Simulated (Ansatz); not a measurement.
Method: DFT PBE, scalar-relativistic, plane waves, PAW in Ansatz 0.2.0. All cells share a 420 eV cutoff and Γ-centred k meshes spaced at most about 0.3 Å⁻¹ (about 0.25 or finer for metals, 2π included). No spin polarisation in the final relaxations.

All energies are static (0 K, no zero-point motion).

Two relaxed structures of MgCdS4:

A.

```
Mg Cd S
1.0
     4.06130    0.00000    0.00000
     0.00000    4.06130    0.00000
     0.00000    0.00000    7.38392
Mg Cd S
1 1 4
Cartesian
  2.0306 2.0306 3.6920
  0.0000 0.0000 0.0000
  2.0306 0.0000 5.4727
  0.0000 2.0306 1.9112
  2.0306 0.0000 1.9112
  0.0000 2.0306 5.4727
```

B.

```
Mg Cd S
1.0
     5.57400    0.00000    0.00000
    -2.78700    4.82723    0.00000
     0.00000    0.00000    5.40238
Mg Cd S
1 1 4
Cartesian
  0.0000 0.0000 0.0000
  0.0000 0.0000 2.7012
  0.0000 3.2182 3.6815
  0.0000 3.2182 1.7209
  2.7870 1.6091 1.7209
  2.7870 1.6091 3.6815
```

Problem. Which would you expect to be lower, and how large is the difference?

Solution. A is lower, by 0.32 eV/atom. A has space group P4/mmm (No. 123), 20.3 Å³/atom and no gap on its mesh; B has space group P6/mmm (No. 191), 24.2 Å³/atom and no gap. Counting S atoms around Cd and Mg (those within 1.25 times the shortest such distance or 1.15 times the sum of covalent radii, 1.27 where that leaves under three; the shortest distance is added where it exceeds 1.18 times the sum of covalent radii), A has Mg 8, Cd 8 and B has Mg 12 from 3.6 Å, Cd 12 from 3.4 Å. B holds S–S pairs (shortest 1.96 Å); in A the shortest S–S distance is 2.87 Å. The denser one is the lower, and pressure would at first widen the difference. In A, Mg is surrounded by 8 S at 2.70 Å; Cd is surrounded by 8 S at 2.79 Å; S has 2 Mg at 2.70 Å, 2 Cd at 2.79 Å and 4 S at 2.87 Å. In B, around Mg lie 2 Cd at 2.70 Å; Cd has 2 Mg at 2.70 Å and 12 S at 3.36 Å; around S lie 1 S at 1.96 Å, 3 S at 3.22 Å and 3 Cd at 3.36 Å. Both come from invented guesses.

Cells relaxed within their symmetry can be saddle points.
